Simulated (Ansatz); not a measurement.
Molecular dynamics on a 1×1×1 supercell (4 atoms) of LuGaP2 (ordering on rocksalt), relaxed with r2SCAN. Forces come from PBEsol in Ansatz: a Langevin thermostat at fixed volume, 1700 K, steps of 3 fs. Spin polarisation is off, nuclei are classical, and the run is far too short for thermal averages. The structure comes from a prototype and may be hypothetical.

```yaml
crystal:
  lattice:
    - [1.8955336906, 1.0943868865, 6.1356261585]
    - [-1.8955336906, 1.0943868865, 6.1356261585]
    - [0.0, -2.188773773, 6.1356261585]
  atoms:
    - { symbol: Ga, position: [1.0, 0.0, 0.0] }
    - { symbol: Lu, position: [0.5, 0.5, 0.5] }
    - { symbol: P, position: [0.2573738766, 0.2573738766, 0.2573738766] }
    - { symbol: P, position: [0.7426261234, 0.7426261234, 0.7426261234] }
kpoints:
  mp_grid: { grid: [4, 4, 4] }
hamiltonian:
  xc: pbesol
scf:
  occupations: { method: fermi_dirac, width: 0.146 }
md:
  ensemble: nvt_langevin
  temperature: 1700
  timestep: 3.0
  n_steps: 20
  initial_velocities: maxwell_boltzmann
  seed: 3944
```

Command: `ansatz run input.yaml --threads 4 --pin off --max-ram 3686MiB --backend cpu --events-out ev --progress --plain --runs-dir out`. It took 15 s on 4 threads of AMD EPYC 9R45 96-Core Processor (Zen 5) (shared host); peak host memory 0.52 GiB.

```
step  t (fs)  T (K)  free energy F from step 0 (meV/atom)  kinetic energy (meV/atom)  largest force (eV/Å)
   0       0   1275                                   0.0                      164.8                  0.11
   1       3   1267                                   4.3                      163.7                  0.43
   2       6   1006                                  13.0                      130.0                  0.72
   3       9   1080                                  24.6                      139.7                  1.00
   4      12   1103                                  40.1                      142.6                  1.29
   5      15   1171                                  61.0                      151.4                  1.63
   6      18    771                                  83.5                       99.7                  1.96
   7      21    451                                 101.4                       58.3                  2.22
   8      24    440                                 112.8                       56.9                  2.40
   9      27    518                                 113.7                       67.0                  2.42
  10      30    466                                 106.2                       60.3                  2.29
  11      33    442                                  95.8                       57.2                  2.12
  12      36    596                                  85.0                       77.1                  1.91
  13      39    852                                  74.6                      110.1                  1.68
  14      42    935                                  66.6                      120.9                  1.46
  15      45    695                                  61.7                       89.9                  1.27
  16      48    756                                  57.0                       97.8                  1.08
  17      51    954                                  51.6                      123.3                  0.89
  18      54   1015                                  46.5                      131.2                  0.77
  19      57   1136                                  42.9                      146.8                  0.69
  20      60   1077                                  40.8                      139.3                  0.73
```

The temperature starts at 1275 K, is lowest at step 8 (440 K, 24 fs) and ends at 1077 K. The thermostat hasn't had time to restore it. The atoms start on their lattice sites with kinetic energy alone, so much of it first passes into potential energy. The first value is 3/4 of the setting, since velocities are drawn without the motion of the centre of mass and T is counted over all atoms. By the last step the atoms have moved 0.14 Å in the root mean square, the drift of the whole cell taken out, 0.20 Å at most.

Positions (Å) and forces (eV/Å) at step 20:
```
Ga   1.794   1.134   6.034    -0.207  -0.144   0.601
Lu  -0.047   0.093   9.293    -0.153  -0.464  -0.545
P   -0.077   0.024   4.756     0.021   0.162  -0.048
P   -0.273  -0.130  13.685     0.339   0.446  -0.008
```
